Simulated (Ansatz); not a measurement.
YN₂, relaxed from a CdI2-type start to space group P6/mmm (read at 0.02 Å)

Method: PBEsol, scalar-relativistic; no spin polarisation; PAW, 420 eV, 10×10×10 k-mesh, Gaussian smearing of 0.05 eV; code Ansatz; PAW files: Ansatz's generated set soft_2.

```xyz
3
Lattice="3.4509 0.0000 0.0000 -1.7254 2.9885 0.0000 0.0000 0.0000 3.1854" Properties=species:S:1:pos:R:3 pbc="T T T"
Y     0.0000    0.0000    0.0000
N     0.0000    1.9924    1.5927
N     1.7254    0.9962    1.5927
```

The cell came from substitution into a structure type; whether the compound takes it is for experiment to say.

At this volume the pressure is 0.00 GPa.

The cell has space group P6/mmm (read at 0.01 Å). In it the stress is -0.01, -0.01, 0.03, 0.00, 0.00, 0.00 GPa and the largest force component 0.000 eV/Å. Each change below starts from this cell, without further relaxation. Stress is in GPa, positive in compression, in the order xx, yy, zz, yz, xz, xy; energies are counted from the cell above and are free energies with the smearing's entropy, which match forces and stress in a metal.

What happens when atom 2 (N) is moved by 0.08 Å along y?

The energy changes by -68.7 meV per cell, and the force on it along the shift is 1.598 eV/Å (−F/u = -19.98 eV/Å²). Stress: 4.14, -3.86, 0.56, 0.00, 0.00, 0.00.
| atom | Fx (eV/Å) | Fy | Fz |
| --- | --- | --- | --- |
| Y1 | 0.000 | 0.043 | 0.000 |
| N2 | 0.000 | 1.598 | 0.000 |
| N3 | 0.000 | -1.641 | 0.000 |

What stress follows from an engineering strain of 2 % in xy, atoms carried along?

-0.06, 0.09, -0.01, 0.00, 0.00, -0.48 GPa; the energy changes by 0.6 meV per cell.
| atom | Fx (eV/Å) | Fy | Fz |
| --- | --- | --- | --- |
| Y1 | 0.000 | 0.000 | 0.000 |
| N2 | 0.201 | -0.034 | 0.000 |
| N3 | -0.201 | 0.034 | 0.000 |
The change of the stress over the strain gives a clamped-atom stiffness of about 24 GPa for this component.

The cell is a metal with an odd number of electrons, and spin polarisation wasn't tried. A displaced or strained copy of the relaxed cell lay 23.1 meV/atom lower, so the structure isn't a true minimum at this level.
